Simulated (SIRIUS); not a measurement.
Consider a self-consistent single point of CsPbCl3 (C2, 5 atoms in the cell; from Materials Project mp-675022, changed as shown).

```
CsPbCl3
1.0
    3.96312     2.28811     3.26260
   -4.00315     2.31122     3.29556
    0.00000    -4.62244     3.29556
Cs Pb Cl
1 1 3
Direct
  0.50000   0.50000   0.50000
  0.00000   0.00000   0.00000
  0.50000   0.01860   0.98140
  0.98140   0.50000   0.01860
  0.01860   0.98140   0.50000
```

Level of theory: LDA (PW92), GBRV LDA ultrasoft pseudopotentials (plane waves; SIRIUS).

SIRIUS settings:

* **parameters.ngridk**: 6 6 6
* **parameters.xc_functionals**: [XC_LDA_X, XC_LDA_C_PW]
* **parameters.gk_cutoff**: 6.325 1/bohr
* **parameters.pw_cutoff**: 14.143 1/bohr
* **parameters.smearing**: gaussian
* **parameters.smearing_width**: 0.0001 Ha
* **potentials**: GBRV LDA ultrasoft pseudopotentials
* **parameters.electronic_structure_method**: pseudopotential
* **parameters.num_bands**: 26
* **parameters.num_mag_dims**: 0
* **parameters.num_dft_iter**: 100
* **parameters.energy_tol**: 1e-07 Ha
* **parameters.density_tol**: 1e-06
* **mixer.type**: anderson
* **mixer.beta**: 0.7
* **mixer.use_hartree**: false

Results:

* **Number of valence electrons**: 44
* **Number of bands**: 26
* **Number of k-points after the program's reduction**: 68
* **Number of plane waves (most at a k-point)**: 5256
* **Number of SCF iterations**: 32
* **FFT grid**: 50 × 54 × 54
* **Free energy E − TS**: -4455.7817 eV
* **Gap on the k-point mesh**: 1.92 eV
* **Pressure**: -1.92 GPa
* **Largest force (vector length)**: 0.012 eV/Å

Forces (eV/Å):
```csv
atom,Fx,Fy,Fz
Cs1,0.000,0.000,0.000
Pb2,0.004,-0.006,0.000
Cl3,0.001,-0.002,0.000
Cl4,0.007,0.009,0.001
Cl5,-0.011,-0.001,-0.001
```

Stress (GPa, positive for compression):
```
-1.84   0.13   0.18
 0.13  -1.98   0.10
 0.18   0.10  -1.93
```

Gaps are taken between levels on the mesh.

For comparison: a first run was changed to give this one (lattice vector a scaled by 0.99), and from it to this one the free energy drops by 4.3 meV/atom, the pressure goes from -2.12 to -1.92 GPa, the largest force hardly changes (0.010 to 0.012 eV/Å) and the gap on the mesh goes from 1.978 to 1.916 eV.

Spin-orbit coupling is left out, which matters for bands and gaps with elements this heavy. The structure comes from a collection of computed structures, made at another level of theory; the collection holds predicted forms beside known ones.

Cost on one core: roughly 5 core-minutes.
